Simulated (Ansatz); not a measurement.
A geometry of Bi2Se3 away from equilibrium: step 4 of the relaxation of a relaxed Bi2Se3 cell, doubled along one cell vector, shaken by Gaussian noise of σ = 0.08 Å a coordinate. The numbers are results of PBE (plane waves to 420 eV, PAW, scalar-relativistic; Ansatz, a first-principles code), not measurements. Γ-centred k-mesh 4×2×4 on the run's cell (coarser than for final values), Fermi–Dirac smearing 0.05 eV.

```xyz
10
Lattice="3.6973 2.1467 3.6288 -7.4536 4.2547 7.3414 -0.0315 -4.2819 3.6544" Properties=species:S:1:pos:R:3:forces:R:3 pbc="T T T" free_energy=-82413.874 pressure_GPa=0.3
Se    -2.2089     0.2090     5.4811   -0.0139    0.0566    0.0789
Se    -5.9450     2.1907     9.1925   -0.2118    0.0872   -0.0071
Se     0.8269    -2.0504     5.5204    0.0177   -0.0445   -0.0507
Se    -2.7802     0.1681     9.1702   -0.1451   -0.0506    0.0963
Se     1.1964     1.7031     5.4802    0.1322    0.0472    0.0482
Se    -2.6208     3.9112     9.2004    0.1406    0.0764   -0.0223
Bi    -0.0541    -0.0542     3.4051   -0.0434   -0.0499   -0.1565
Bi    -3.7742     2.1175     7.1619    0.0964   -0.0440   -0.2387
Bi    -0.0528    -0.0418     7.2045   -0.0875   -0.0033    0.0736
Bi    -3.8022     2.0848    10.8985    0.1151   -0.0752    0.1783
```

Positions in Å, forces in eV/Å, free energy of the cell in eV (comparable only within this code, potentials and settings). Largest force: 0.26 eV/Å, on Bi8 (atoms numbered as listed); the geometry lies 0.02 eV/atom above the end of its relaxation.

No spin polarisation in the result.

The end of the path is a generated cell of Bi2Se3: the first start was made by placing the elements on the sites of a structure type, and the end was not matched to a known phase here, so it may be hypothetical. Known forms of Bi2Se3 include space group No. 166.
